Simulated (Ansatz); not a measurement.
# AlCu: from a starting cell to a relaxed one

The start is a relaxed AlCu cell displaced along its unstable phonon at q = (½, ½, 0) of its primitive reciprocal cell (189i cm⁻¹), largest move 0.15 Å. Cell shape, volume and atoms are optimised at zero target pressure with PBE (plane waves to 420 eV, PAW, scalar-relativistic; Ansatz, a first-principles code). The first steps use a coarse 11×11×11 k-mesh.

Initial structure:
```yaml
crystal:
  lattice:
    - [0.00000, 5.05045, 5.05045]
    - [2.52522, 2.52522, 5.05045]
    - [2.52522, 2.52522, 0.00000]
  atoms:
    - { symbol: Cu, position: [0.00000, 0.01959, 0.98041] }
    - { symbol: Cu, position: [0.50000, 0.98041, 0.01959] }
    - { symbol: Al, position: [0.00000, 0.52970, 0.47030] }
    - { symbol: Al, position: [0.50000, 0.47030, 0.52970] }
```

Task: Is the parent structure recovered?

Result: It does not go back: it reaches P4/nmm (No. 129), AFLOW prototype AB_tP4_129_c_c (B11, as in TiCu), 0.36 eV/atom below the parent.

Task: Is the relaxed structure metallic? Give its gap.

Result: No gap (metallic).

Final values are on a 14×14×9 k-mesh of the relaxed cell. No spin polarisation in the result.

The run could not lose the symmetry of its start: the end is stationary, and may be a saddle point rather than a minimum.

The relaxed structure here is a generated cell of AlCu: the first start was made by placing the elements on the sites of a structure type, and the end was not matched to a known phase here, so it may be hypothetical.
